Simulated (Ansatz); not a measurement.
Data:

ZrSe (CsCl type, space group No. 221), a = b = c = 3.358 Å, α = β = γ = 90.00°.

This is the PBE-relaxed structure.

Task: All from DFT-PBE in the program Ansatz with PAW potentials, unless another level is named. Estimate the electronic character.

Result: metallic (no gap).

Task: Give the formation energy from the elements (no fitted shifts).

Result: -1.14 eV/atom.

Task: Next, the density of states at the Fermi level?

Result: 0.27 states/eV per atom (mean over ±0.08 eV).

Task: And the gap with spin–orbit coupling?

Result: none (metallic).

Space group Pm-3m (CsCl type). The cell is a constructed one: a structure type filled with these elements; neither database checked (COD, Materials Project) lists it. Whether it is the stable phase at ambient conditions was not checked. The PBE relaxation kept the symmetry of its start; whether a distortion lowers the energy is not shown. The run is not spin-polarised. The references are the lowest solids computed at this level, not always the standard phases. Scalar-relativistic: spin–orbit coupling is off unless named, which matters more the heavier the elements.

Potentials: the earlier of the program's two PAW sets.
